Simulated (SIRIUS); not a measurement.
Consider a self-consistent single point of Bi2Te3 (R-3m, 5 atoms in the cell; from Materials Project mp-34202, changed as shown).

```
Bi2Te3
1.0
    2.17008     1.25290    10.56267
   -2.17008     1.25290    10.56267
    0.00000    -2.50579    10.56267
Bi Te
2 3
Direct
  0.60317   0.60317   0.60317
  0.39683   0.39683   0.39683
  0.78319   0.78319   0.78319
  0.21681   0.21681   0.21681
  0.00000   0.00000   0.00000
```

Computed with PBE, GBRV PBE ultrasoft pseudopotentials (plane waves; SIRIUS 7.12.0).

SIRIUS settings:

```
key                                                                   value
--------------------------------------  -----------------------------------
parameters.ngridk                                                     6 6 6
parameters.xc_functionals                      [XC_GGA_X_PBE, XC_GGA_C_PBE]
parameters.gk_cutoff                                           6.325 1/bohr
parameters.pw_cutoff                                          14.143 1/bohr
parameters.smearing                                             fermi_dirac
parameters.smearing_width                                    0.000367493 Ha
potentials                              GBRV PBE ultrasoft pseudopotentials
parameters.electronic_structure_method                      pseudopotential
parameters.num_bands                                                     29
parameters.num_mag_dims                                                   0
parameters.num_dft_iter                                                 100
parameters.energy_tol                                              1e-07 Ha
parameters.density_tol                                                1e-06
mixer.type                                                         broyden2
mixer.beta                                                              0.7
mixer.use_hartree                                                     false
```

Question: Estimate, at this level of theory: gap on the k-point mesh, pressure and largest force (vector length).

Answer: The run gave:

* **Gap on the k-point mesh**: 0.60 eV
* **Pressure**: 3.21 GPa
* **Largest force (vector length)**: 0.596 eV/Å

The gap is read on the k-point mesh of the run and can differ from the gap over the whole zone at this level.

For comparison: a first run was changed to give this one (lattice scaled by 0.98), and from it to this one the free energy rises by 24.2 meV/atom, the pressure goes from 0.08 to 3.21 GPa, the largest force goes from 0.103 to 0.596 eV/Å and the gap on the mesh stays at 0.600 eV.

Spin-orbit coupling is left out, which matters for bands and gaps with elements this heavy. The structure comes from a collection of computed structures, made at another level of theory; the collection holds predicted forms beside known ones. Its lattice was then scaled.

Cost on one core: roughly 9 core-minutes.
